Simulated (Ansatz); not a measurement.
## Energy against volume for TiO2 (anatase)

TiO2 (anatase)

```cif
data_O4Ti2
_chemical_formula_sum 'Ti2 O4'
_space_group_name_H-M_alt 'P 1'
_space_group_IT_number 1
_cell_length_a 5.48838
_cell_length_b 5.48838
_cell_length_c 5.48838
_cell_angle_alpha 139.736
_cell_angle_beta 139.736
_cell_angle_gamma 58.254
loop_
_space_group_symop_operation_xyz
  'x, y, z'
loop_
_atom_site_label
_atom_site_type_symbol
_atom_site_fract_x
_atom_site_fract_y
_atom_site_fract_z
_atom_site_occupancy
Ti1 Ti 0.50000 0.50000 0.00000 1
Ti2 Ti 0.25000 0.75000 0.50000 1
O1 O 0.29278 0.29278 0.00000 1
O2 O 0.04278 0.54278 0.50000 1
O3 O 0.45722 0.95722 0.50000 1
O4 O 0.70722 0.70722 0.00000 1
```

Equation-of-state scan: isotropic scaling of the cell above, V₀ being its volume. The atoms relax within the cell's symmetry.

Calculation: r2SCAN (plane waves to 500 eV, PAW, scalar-relativistic; Ansatz, a quantum-chemistry and plane-wave program). k mesh 12×12×12 (Γ-centred), Fermi-Dirac smearing 0.05 eV. Energies are smeared free energies. Stress and pressure are positive under compression. With the shape held, the modulus is that of even scaling; a crystal free to change shape is softer. The PAW data are Ansatz's earlier set. TiO2 is run without spin polarisation. TiO2 was relaxed with its symmetry unable to fall. ΔE is measured from the relaxed starting cell.

```
V (Å³/atom)  ΔE (kJ/mol of atoms)  P (GPa)
-----------  --------------------  -------
9.580                       24.89     52.8
9.885                       16.36     40.6
10.189                       9.93     30.0
10.493                       5.30     20.8
10.797                       2.24     12.9
11.101                       0.53      6.0
11.405                       0.00      0.0
11.709                       0.48     -5.1
12.013                       1.84     -9.6
12.318                       3.96    -13.4
12.622                       6.72    -16.7
12.926                      10.05    -19.5
13.230                      13.85    -21.9
```

Derived quantities:

The pressure at the smallest volume comes out as 52.8 GPa, the energy cost of the largest compression is 258.0 meV/atom and the energy cost of the largest expansion is 143.5 meV/atom. The bulk modulus at fixed cell shape B₀ (third-order Birch-Murnaghan fit) is 206 GPa and the pressure derivative B₀′ (fit) is 4.4. The equilibrium volume of the fit is 11.41 Å³/atom and the pressure for 5 % compression (fit) is 11.9 GPa.

(A scan under strain: stresses follow from slopes of the energy per volume, elastic moduli from its curvatures.)
